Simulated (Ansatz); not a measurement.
## Lattice vibrations of ZrTi$_{5}$C$_{6}$ at Γ

Method: Ansatz 0.2.0, DFT PBE, scalar-relativistic, plane waves, PAW. Cutoff 420 eV, 12×8×4 k-points (Γ-centred), Fermi-Dirac smearing of 0.15 eV. No spin polarisation. Phonons by linear response, acoustic sum rule imposed.

Equilibrium structure at this level:
```yaml
crystal:
  lattice:
    - [3.11307, 0.00000, 0.00000]
    - [0.00000, 4.41159, 0.00000]
    - [0.00000, 0.00000, 9.34016]
  atoms:
    - { symbol: Zr, position: [0.00000, 0.00000, 0.00000] }
    - { symbol: Ti, position: [0.00000, 0.00000, 0.66191] }
    - { symbol: Ti, position: [0.50000, 0.50000, 0.82734] }
    - { symbol: Ti, position: [0.50000, 0.50000, 0.17266] }
    - { symbol: Ti, position: [0.00000, 0.00000, 0.33809] }
    - { symbol: Ti, position: [0.50000, 0.50000, 0.50000] }
    - { symbol: C, position: [0.00000, 0.50000, 0.66396] }
    - { symbol: C, position: [0.50000, 0.00000, 0.82224] }
    - { symbol: C, position: [0.00000, 0.50000, 0.00000] }
    - { symbol: C, position: [0.50000, 0.00000, 0.17776] }
    - { symbol: C, position: [0.00000, 0.50000, 0.33604] }
    - { symbol: C, position: [0.50000, 0.00000, 0.50000] }
```

The structure comes from a generated guess, relaxed at this level; another structure or a mixture of phases may lie lower. In a metal, frequencies depend on the k mesh and the smearing, soft modes most.

Question: Is this structure stable against zone-centre distortions?

Answer: Yes, at Γ: no optical mode is imaginary. Strains and other wave vectors aren't tested by this run.

Question: List the optical modes at Γ (i marks imaginary ones).

Answer:
```
frequency (THz)  degeneracy
           4.99           1
           5.12           1
           5.39           1
           5.96           1
           7.45           1
           7.53           1
           7.73           1
           8.14           1
           8.70           1
           8.95           1
           8.99           1
           9.06           1
           9.81           1
          10.75           1
          11.19           1
          11.93           1
          13.00           1
          13.66           1
          13.75           1
          14.66           1
          15.46           1
          15.66           1
          15.80           1
          16.28           1
          16.31           1
          16.69           1
          17.30           1
          17.36           1
          17.76           1
          18.99           1
          19.79           1
          19.85           1
          20.39           1
```
